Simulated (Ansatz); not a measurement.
Run on AlNi (CsCl type): DFT, LDA, all-electron LAPW, scalar-relativistic (Ansatz 0.2.0). This run: bulk in the slab's orientation.

The cell comes from a relaxation on PAW files under the same functional, begun from a prototype that needn't be the stable phase.

Command: `ansatz run input.yaml --threads 3 --pin off --max-ram 9216MiB --backend cpu --events-out ev --progress --plain --runs-dir out` It took 14 s on 3 threads of Intel(R) Xeon(R) Platinum 8488C (Sapphire Rapids), with other jobs on the host, peak memory 0.7 GiB.

```yaml
crystal:
  lattice:
    - [0.0, 0.0, 2.8328540745]
    - [2.8328540745, -2.8328540745, 0.0]
    - [2.8328540745, 2.8328540745, 0.0]
  atoms:
    - { symbol: Ni, position: [0.0, 0.0, 0.0] }
    - { symbol: Ni, position: [0.0, 0.5, 0.5] }
    - { symbol: Al, position: [0.5, 0.5, 0.0] }
    - { symbol: Al, position: [0.5, 0.0, 0.5] }
kpoints:
  mp_grid: { grid: [13, 9, 9] }
scf:
  occupations: { method: fermi_dirac, width: 0.1 }
hamiltonian:
  xc: lda
  pseudopotentials: { kind: all_electron, lapw: { basis_error: 0.001 } }
output:
  forces: true
  stress: true
  eigenvalues: true
```

Output:

```
LAPW: plane waves up to 8.372 Å⁻¹, error target 1.0e-3 eV per atom; small_component_spin mean_spin; Al in spheres of 1.127 Å, 11 of its electrons in bands, Dirac shells []; Ni in spheres of 1.327 Å, 18 of its electrons in bands, Dirac shells [] (how accurate: hamiltonian.pseudopotentials.lapw.basis_error, Limitations)
Engine: ansatz 0.2.0
Pseudopotentials: kind: all_electron
Pseudopotential: Ni, LAPW, valence charge 18, lapw/all_electron/scalar/gaussian/Ni, Koelling and Harmon's equation, gaussian nucleus
Pseudopotential: Al, LAPW, valence charge 11, lapw/all_electron/scalar/gaussian/Al, Koelling and Harmon's equation, gaussian nucleus
Functional definition: SPW92
  exchange = slater_x
  correlation = pw_c
Crystal: 4 atoms, lattice volume = 45.468 Å³
Basis set: ecut = 267.0709279600726 eV, 479 PW (Γ), exchange–correlation at level 2
Bands: 35, of which v1, the nominal top of the filled ones, is band 29 counted from 1 (28 counted from 0)
Symmetry: 32 space group operations
Space group: Pm-3m (ITA 221), of the structure as read, at distance tolerance 3.6e-5 Å
k-points: 105 of 1053
Non-local potential: Ni, projectors of the file, none
Non-local potential: Al, projectors of the file, none
Initial density: superposition of atomic densities (chi_scale 0.1, normalization cell, long waves kept (reshape's long-wave potential 0.00 eV rms))
Initial wavefunctions: plane waves of lowest kinetic energy (no species holds an atomic orbital)
Functional: x = slater, c = lda
iter 1 solved again at ethr=2.57e-3 eV; its pass at ethr=1.00e-1 eV (dr2=1.49e0 eV) is discarded
SCF iter   1: F=—  HF=-95803.006509 eV  |F-HF|=—  |Δ(HF+E_count)|=         —  Δρ=4.60e-2  dr2=1.49e0  ethr=2.57e-3  ⟨swp⟩=2.0  Hψ=25858  notcnv=0
preconditioner: auto → Kerker (q_TF=auto, 2.841 Å⁻¹)  [metal: Δε(μ)=0.008 eV  Ē_g=8.664 eV  σ=0.100 eV  W_gap=0.02  n_scr=18 (ndim 8)  ℏωp=28.1 eV  f_vac=0.000  D(μ)=1.26/eV (n_scr^D=10)]
SCF iter   2: F=—  HF=-95804.448087 eV  |F-HF|=—  |Δ(HF+E_count)|=    1.44e0  Δρ=3.53e-2  dr2=4.10e-1  ethr=2.57e-3  ⟨swp⟩=3.0  Hψ=11359  notcnv=0  recentre
SCF iter   3: F=—  HF=-95802.313585 eV  |F-HF|=—  |Δ(HF+E_count)|=    2.13e0  Δρ=2.83e-2  dr2=5.91e-1  ethr=7.07e-4  ⟨swp⟩=3.0  Hψ=11785  notcnv=0
SCF iter   4: F=—  HF=-95802.047634 eV  |F-HF|=—  |Δ(HF+E_count)|=   2.66e-1  Δρ=9.13e-3  dr2=6.06e-2  ethr=7.07e-4  ⟨swp⟩=2.0  Hψ=10822  notcnv=0
SCF iter   5: F=—  HF=-95802.027257 eV  |F-HF|=—  |Δ(HF+E_count)|=   2.04e-2  Δρ=4.47e-3  dr2=1.62e-2  ethr=1.05e-4  ⟨swp⟩=2.0  Hψ=10240  notcnv=0
iter 6 solved again at ethr=7.88e-7 eV; its pass at ethr=2.80e-5 eV (dr2=4.57e-4 eV) is discarded
SCF iter   6: F=—  HF=-95802.021786 eV  |F-HF|=—  |Δ(HF+E_count)|=   5.47e-3  Δρ=8.32e-4  dr2=4.55e-4  ethr=7.88e-7  ⟨swp⟩=2.0  Hψ=17744  notcnv=0
SCF iter   7: F=—  HF=-95802.021672 eV  |F-HF|=—  |Δ(HF+E_count)|=   1.15e-4  Δρ=2.54e-4  dr2=2.92e-5  ethr=7.85e-7  ⟨swp⟩=2.0  Hψ=10240  notcnv=0
SCF iter   8: F=—  HF=-95802.021666 eV  |F-HF|=—  |Δ(HF+E_count)|=   6.07e-6  Δρ=9.36e-5  dr2=4.12e-6  ethr=5.03e-8  ⟨swp⟩=2.0  Hψ=10240  notcnv=0
SCF iter   9: F=—  HF=-95802.021665 eV  |F-HF|=—  |Δ(HF+E_count)|=   6.41e-7  Δρ=1.93e-5  dr2=1.76e-7  ethr=7.10e-9  ⟨swp⟩=2.0  Hψ=10240  notcnv=0
SCF iter  10: F=—  HF=-95802.021665 eV  |F-HF|=—  |Δ(HF+E_count)|=   9.97e-8  Δρ=5.64e-6  dr2=1.54e-8  ethr=3.03e-10  ⟨swp⟩=2.0  Hψ=10240  notcnv=0
SCF iter  11: F=-95802.021665 eV  HF=-95802.021665 eV  |F-HF|=1.64e-8  |Δ(HF+E_count)|=   2.30e-8  Δρ=1.90e-6  dr2=1.88e-9  ethr=2.65e-11  ⟨swp⟩=2.7  Hψ=10339  notcnv=0
SCF 1 converged in 11 iterations: F = -95802.021665 eV  dr2 = 1.88e-9
the search or the solves at the SCF's close seem to have found levels that the self-consistency loop had missed (the run counts 1). By its estimate they hold under 1e-12 electrons; where the run keeps them, the occupations were computed again with them
SCF converged after 11 iterations
Free energy (F): -95802.021665 eV
Harris-Foulkes:  -95802.021665 eV  (|F-HF|=1.64e-8)
Internal energy: -95801.969395 eV  (E = F + TS)
E sigma→0 (E₀):  -95801.995530 eV
Entropy (-TS):   -0.052270 eV (-13.067 meV/atom)
Fermi energy:    15.954182 eV
--- Per-component energies (eV) ---
  E_band       = -1510.954114
  E_kinetic    = 97102.735910
  E_xc         = -4296.222469
  E_electrostatic = -188608.482837  (all electrons and nuclei)
  E_smearing   = -0.052270  (= −TS)
  E_closure    = 0.000000  (closes the sum)
  E_atoms      = -95774.271792  (free atoms, spherical and without spin; not in F)
  Σ components = -95802.021665   (vs F -95802.021665, Δ=0.00e0)
  Basis errors (estimates in eV, not in F): energy 2.6e-4 per atom: plane waves 2.5e-4 (1.3e-4 summed), levels above the bands 6.4e-31, relativity 3.1e-9, radial functions 1.4e-5, core shells 1.4e-11; eigenvalues (radial functions only) 1.9e-6; not estimated: angular momenta, meshes, grids; target (lapw.basis_error) 1.0e-3; muffin-tin radii Al 1.127 Å, Ni 1.327 Å
--- Forces (eV/Å), atoms counted from 1 ---
  atom   1  Ni     0.00000000    -0.00000000     0.00000000
  atom   2  Ni     0.00000000     0.00000000    -0.00000000
  atom   3  Al    -0.00000000     0.00000000     0.00000000
  atom   4  Al    -0.00000000    -0.00000000     0.00000000
  max |Σ_I F_I| component: 4.44e-31 eV/Å
--- Stress (GPa, compression-positive) ---
       -0.123842       0.000000       0.000000
        0.000000      -0.123842       0.000000
        0.000000       0.000000      -0.234831
  P = ⅓ Tr σ = -0.1608 GPa (-1.608 kbar)
--- Band table (eV; the first three rows and the last of 105) ---
  k-point 0: bands = ["-86.6568", "-86.6522", "-86.0094", "-86.0079", "-48.2226", "-48.2226", "-48.2062", "-48.2062", "-48.2061", "-48.1999", "-47.5076", "-47.5076", "-47.4858", "-47.4852", "-47.4847", "-47.4847", "4.4639", "10.3813", "12.3205", "12.4489", "12.4495", "12.9625", "12.9625", "13.7068", "13.7068", "14.2887", "14.2887", "14.2895", "14.8593", "17.4806", "18.6854", "21.6077", "21.6077", "21.6077", "24.3443"]
  k-point 1: bands = ["-86.6567", "-86.6523", "-86.0094", "-86.0080", "-48.2221", "-48.2214", "-48.2067", "-48.2061", "-48.2058", "-48.2000", "-47.5076", "-47.5069", "-47.4861", "-47.4859", "-47.4854", "-47.4853", "4.5818", "10.2109", "11.8767", "12.4540", "12.4688", "12.9211", "13.2104", "13.7152", "13.7245", "14.2344", "14.2581", "14.2713", "14.9885", "17.7839", "19.0073", "20.8866", "21.1696", "21.7641", "24.6550"]
  k-point 2: bands = ["-86.6562", "-86.6526", "-86.0093", "-86.0081", "-48.2206", "-48.2184", "-48.2081", "-48.2059", "-48.2050", "-48.2002", "-47.5074", "-47.5050", "-47.4898", "-47.4874", "-47.4861", "-47.4857", "4.9330", "9.4748", "11.6490", "12.4692", "12.5163", "12.8238", "13.3717", "13.7417", "13.7754", "14.0691", "14.1765", "14.2213", "15.3501", "18.1026", "19.6807", "20.2594", "20.3243", "22.2201", "25.1753"]
  k-point 104: bands = ["-86.6522", "-86.6521", "-86.0079", "-86.0079", "-48.2222", "-48.2221", "-48.2219", "-48.2217", "-48.2005", "-48.2001", "-47.5087", "-47.5085", "-47.5079", "-47.5071", "-47.4850", "-47.4842", "10.2646", "10.3802", "11.9454", "12.1931", "12.8358", "12.9340", "12.9386", "13.1690", "13.7095", "13.7242", "13.8794", "13.8871", "14.8950", "14.9532", "17.5872", "17.7288", "18.7600", "18.9081", "27.9999"]
```

Next run, as changes to the input before:

```diff
   lattice:
-    - [0.0, 0.0, 2.8328540745]
-    - [2.8328540745, -2.8328540745, 0.0]
-    - [2.8328540745, 2.8328540745, 0.0]
+    - [2.8328540745, 0.0, 0.0]
+    - [0.0, 4.0062606523, 0.0]
+    - [0.0, 0.0, 20.0063]
   atoms:
-    - { symbol: Ni, position: [0.0, 0.0, 0.0] }
-    - { symbol: Ni, position: [0.0, 0.5, 0.5] }
-    - { symbol: Al, position: [0.5, 0.5, 0.0] }
-    - { symbol: Al, position: [0.5, 0.0, 0.5] }
+    - { symbol: Ni, position: [0.75, 0.25, 0.3998750231] }
+    - { symbol: Al, position: [0.25, 0.75, 0.3998750231] }
+    - { symbol: Ni, position: [0.75, 0.75, 0.5] }
+    - { symbol: Al, position: [0.25, 0.25, 0.5] }
+    - { symbol: Ni, position: [0.75, 0.25, 0.6001249769] }
+    - { symbol: Al, position: [0.25, 0.75, 0.6001249769] }
 kpoints:
-  mp_grid: { grid: [13, 9, 9] }
+  mp_grid: { grid: [13, 9, 1] }
 scf:
   eigenvalues: true
+  populations: true
+  dos: { projected: true, de: 0.2, e_range: [-14, 8] }
+efield:
+  axis: 3
+  amplitude: 0
+  dipole_correction: true
```

Results part of the output:

```
SCF 1 converged in 11 iterations: F = -143700.212677 eV  dr2 = 1.35e-9
SCF converged after 11 iterations
Free energy (F): -143700.212677 eV
Harris-Foulkes:  -143700.212677 eV  (|F-HF|=4.57e-9)
Internal energy: -143700.102535 eV  (E = F + TS)
E sigma→0 (E₀):  -143700.157606 eV
Entropy (-TS):   -0.110142 eV (-18.357 meV/atom)
Fermi energy:    1.232573 eV
Dipole field:    D = 0.000000 V/Å  (p = 0.000000 e·Å, saw-weighted, corrected)
Work function:   Φ+ = 5.1500 eV   Φ− = 5.1500 eV
Levels:          The Fermi level and band energies are counted from a zero that moves with the ramp; work functions are not
--- Per-component energies (eV) ---
  E_band       = -3519.751087
  E_kinetic    = 145641.281950
  E_xc         = -6437.423450
  E_efield     = 0.000000  (sawtooth field / dipole correction)
  E_electrostatic = -282903.961035  (all electrons and nuclei)
  E_smearing   = -0.110142  (= −TS)
  E_closure    = 0.000000  (closes the sum)
  E_atoms      = -143661.407688  (free atoms, spherical and without spin; not in F)
[... lines left out ...]
  max |Σ_I F_I| component: 2.05e-7 eV/Å
--- Stress (GPa, compression-positive) ---
       -3.871180       0.000000       0.000000
        0.000000      -2.871665       0.000000
        0.000000       0.000000      -0.718499
  P = ⅓ Tr σ = -2.4871 GPa (-24.871 kbar)
--- Band table (eV; the first three rows and the last of 35) ---
  k-point 0: bands = ["-101.3492", "-100.9420", "-100.9418", "-100.7102", "-100.7101", "-100.6404", "-62.9506", "-62.9478", "-62.8996", "-62.8990", "-62.8858", "-62.8849", "-62.8479", "-62.8390", "-62.8380", "-62.2000", "-62.1982", "-62.1661", "-61.8894", "-61.8891", "-61.7677", "-61.7673", "-61.6744", "-61.6723", "-9.3079", "-7.0503", "-4.5271", "-2.4942", "-2.0536", "-1.7486", "-1.7323", "-1.7182", "-0.8014", "-0.7759", "-0.7749", "-0.7329", "-0.3066", "-0.2159", "-0.0829", "-0.0674", "-0.0531", "-0.0374", "0.0513", "0.3963", "2.3786", "3.6536", "4.7424", "5.0050", "5.0519", "5.9118", "6.4599", "7.2756", "7.9885"]
  k-point 1: bands = ["-101.3492", "-100.9419", "-100.9417", "-100.7103", "-100.7102", "-100.6404", "-62.9505", "-62.9478", "-62.8995", "-62.8990", "-62.8853", "-62.8845", "-62.8473", "-62.8389", "-62.8379", "-62.2001", "-62.1983", "-62.1669", "-61.8899", "-61.8897", "-61.7677", "-61.7674", "-61.6744", "-61.6723", "-9.1916", "-6.9386", "-4.4736", "-2.9593", "-2.2676", "-1.8544", "-1.6270", "-1.4522", "-0.8405", "-0.8127", "-0.7867", "-0.7544", "-0.2940", "-0.2911", "-0.2476", "-0.1218", "-0.0359", "0.0475", "0.2491", "0.3401", "1.7323", "4.1178", "4.4786", "5.1137", "5.6303", "6.0200", "6.5887", "7.7503", "7.8059"]
  k-point 2: bands = ["-101.3491", "-100.9417", "-100.9415", "-100.7105", "-100.7104", "-100.6405", "-62.9504", "-62.9478", "-62.8993", "-62.8988", "-62.8839", "-62.8836", "-62.8457", "-62.8386", "-62.8378", "-62.2005", "-62.1984", "-62.1687", "-61.8910", "-61.8910", "-61.7679", "-61.7676", "-61.6743", "-61.6724", "-8.8452", "-6.6073", "-4.5960", "-3.5814", "-2.7855", "-1.8442", "-1.5132", "-1.3089", "-0.9914", "-0.8398", "-0.8261", "-0.8158", "-0.4413", "-0.3429", "-0.3035", "-0.2609", "0.0188", "0.0355", "0.2658", "0.6347", "1.1610", "3.0274", "5.2350", "5.8849", "6.1067", "6.3462", "6.9200", "7.7962", "8.2822"]
  k-point 34: bands = ["-101.3470", "-100.9394", "-100.9393", "-100.7096", "-100.7096", "-100.6396", "-62.9489", "-62.9466", "-62.9161", "-62.9143", "-62.8832", "-62.8822", "-62.8562", "-62.8451", "-62.8355", "-62.2241", "-62.1968", "-62.1660", "-61.8888", "-61.8885", "-61.7936", "-61.7923", "-61.6720", "-61.6708", "-4.4975", "-3.8645", "-3.6439", "-3.0790", "-2.5130", "-1.9746", "-1.5755", "-1.2206", "-1.2053", "-1.1159", "-0.7304", "-0.5968", "-0.5104", "-0.4183", "-0.2865", "-0.1266", "0.0588", "0.3318", "0.4351", "0.7061", "1.1058", "3.3118", "3.7726", "3.7818", "4.6091", "5.0657", "6.1093", "6.1609", "7.1818"]
--- Löwdin populations: 6 sites ---
  site symbol       q [e]
     0     Ni     27.4814
     1     Al     13.3105
     2     Ni     27.4791
     3     Al     13.3714
     4     Ni     27.4814
     5     Al     13.3105
  spilling = 0.004599 (of n_electrons = 123.000000)
```

Next run (atoms relaxed), as changes to the input before:

```diff
   atoms:
-    - { symbol: Ni, position: [0.75, 0.25, 0.3998750231] }
-    - { symbol: Al, position: [0.25, 0.75, 0.3998750231] }
-    - { symbol: Ni, position: [0.75, 0.75, 0.5] }
-    - { symbol: Al, position: [0.25, 0.25, 0.5] }
-    - { symbol: Ni, position: [0.75, 0.25, 0.6001249769] }
-    - { symbol: Al, position: [0.25, 0.75, 0.6001249769] }
+    - { symbol: Ni, position: [0.75, 0.25, 0.4060079951] }
+    - { symbol: Al, position: [0.25, 0.75, 0.3955426814] }
+    - { symbol: Ni, position: [0.75, 0.75, 0.5000000252] }
+    - { symbol: Al, position: [0.25, 0.25, 0.4999999867] }
+    - { symbol: Ni, position: [0.75, 0.25, 0.5939919781] }
+    - { symbol: Al, position: [0.25, 0.75, 0.6044573335] }
 kpoints:
   eigenvalues: true
-  populations: true
-  dos: { projected: true, de: 0.2, e_range: [-14, 8] }
+relax:
+  f_tol: 0.01
+  max_steps: 12
 efield:
```

Results part of the output:

```
SCF converged after 4 iterations
Free energy (F): -143700.374633 eV
Harris-Foulkes:  -143700.374633 eV  (|F-HF|=9.17e-9)
Internal energy: -143700.280561 eV  (E = F + TS)
E sigma→0 (E₀):  -143700.327597 eV
Entropy (-TS):   -0.094072 eV (-15.679 meV/atom)
Fermi energy:    1.379787 eV
Dipole field:    D = 0.000000 V/Å  (p = 0.000000 e·Å, saw-weighted, corrected)
Work function:   Φ+ = 4.9408 eV   Φ− = 4.9408 eV
Levels:          The Fermi level and band energies are counted from a zero that moves with the ramp; work functions are not
--- Per-component energies (eV) ---
  E_band       = -3511.618942
  E_kinetic    = 145641.825704
  E_xc         = -6437.511025
  E_efield     = 0.000000  (sawtooth field / dipole correction)
  E_electrostatic = -282904.595239  (all electrons and nuclei)
  E_smearing   = -0.094072  (= −TS)
  E_closure    = 0.000000  (closes the sum)
[... lines left out ...]
       -3.648704       0.000000       0.000000
        0.000000      -3.566678       0.000000
        0.000000       0.000000      -0.005532
  P = ⅓ Tr σ = -2.4070 GPa (-24.070 kbar)
--- Band table (eV; the first three rows and the last of 35) ---
  k-point 0: bands = ["-101.1468", "-100.9174", "-100.9171", "-100.7130", "-100.7130", "-100.3161", "-62.9600", "-62.9589", "-62.8998", "-62.8996", "-62.8828", "-62.8827", "-62.5289", "-62.5164", "-62.5120", "-61.9866", "-61.9846", "-61.9794", "-61.8528", "-61.8514", "-61.7284", "-61.7270", "-61.6790", "-61.6729", "-9.1235", "-6.9176", "-4.4835", "-2.2540", "-1.8963", "-1.7232", "-1.6971", "-1.6420", "-0.6405", "-0.6369", "-0.5434", "-0.4756", "-0.2570", "-0.2285", "-0.1376", "-0.0870", "-0.0752", "-0.0524", "0.0482", "0.3539", "2.5762", "3.9737", "4.9651", "5.0152", "5.4695", "5.8027", "6.4055", "7.2286", "7.8593"]
  k-point 1: bands = ["-101.1468", "-100.9173", "-100.9171", "-100.7131", "-100.7130", "-100.3162", "-62.9600", "-62.9589", "-62.8997", "-62.8995", "-62.8824", "-62.8823", "-62.5280", "-62.5164", "-62.5119", "-61.9875", "-61.9848", "-61.9796", "-61.8530", "-61.8519", "-61.7284", "-61.7270", "-61.6789", "-61.6729", "-9.0066", "-6.8056", "-4.4364", "-2.7282", "-2.1124", "-1.7525", "-1.6298", "-1.3916", "-0.6553", "-0.6550", "-0.5869", "-0.5693", "-0.4157", "-0.2322", "-0.1918", "-0.1059", "-0.0309", "0.0472", "0.2135", "0.2748", "1.9625", "4.4676", "4.6989", "5.1516", "5.8141", "6.0182", "6.5489", "7.6039", "7.7899"]
  k-point 2: bands = ["-101.1467", "-100.9172", "-100.9169", "-100.7133", "-100.7132", "-100.3162", "-62.9600", "-62.9589", "-62.8996", "-62.8994", "-62.8814", "-62.8814", "-62.5259", "-62.5164", "-62.5115", "-61.9897", "-61.9852", "-61.9800", "-61.8536", "-61.8534", "-61.7286", "-61.7272", "-61.6786", "-61.6731", "-8.6589", "-6.4735", "-4.5228", "-3.3926", "-2.6225", "-1.7278", "-1.5318", "-1.2843", "-0.8610", "-0.7124", "-0.6899", "-0.6235", "-0.4510", "-0.3049", "-0.2573", "-0.1778", "0.0384", "0.0415", "0.2080", "0.5664", "1.4041", "3.3273", "5.2211", "5.9442", "6.2821", "6.3994", "6.8732", "7.9206", "8.2288"]
  k-point 34: bands = ["-101.1447", "-100.9147", "-100.9147", "-100.7125", "-100.7125", "-100.3154", "-62.9585", "-62.9577", "-62.9152", "-62.9145", "-62.8803", "-62.8802", "-62.5322", "-62.5250", "-62.5142", "-62.0034", "-61.9863", "-61.9838", "-61.8519", "-61.8503", "-61.7547", "-61.7504", "-61.6762", "-61.6721", "-4.3646", "-3.7205", "-3.5008", "-2.9949", "-2.3890", "-1.8216", "-1.4700", "-1.2402", "-0.9548", "-0.8280", "-0.6608", "-0.5428", "-0.5173", "-0.3178", "-0.1324", "-0.0340", "-0.0227", "0.4296", "0.5327", "0.9465", "1.2220", "3.3897", "3.6582", "3.6917", "4.5984", "5.3183", "6.1554", "6.5190", "7.2735"]
--- Relaxed structure (2 steps of the walk, 2 accepted, 0 SCFs on fresh bases) ---
  F+E_penalty+E_count = -143700.37463300 eV   max|allowed force component| = 7.666e-3 eV/Å
  atoms:
    - { symbol: Ni, position: [0.75, 0.25, 0.4060079951] }
    - { symbol: Al, position: [0.25, 0.75, 0.3955426814] }
    - { symbol: Ni, position: [0.75, 0.75, 0.5000000252] }
    - { symbol: Al, position: [0.25, 0.25, 0.4999999867] }
    - { symbol: Ni, position: [0.75, 0.25, 0.5939919780999999] }
    - { symbol: Al, position: [0.25, 0.75, 0.6044573334999999] }
```

Spin polarisation is left out, though a magnetic state may lie lower.
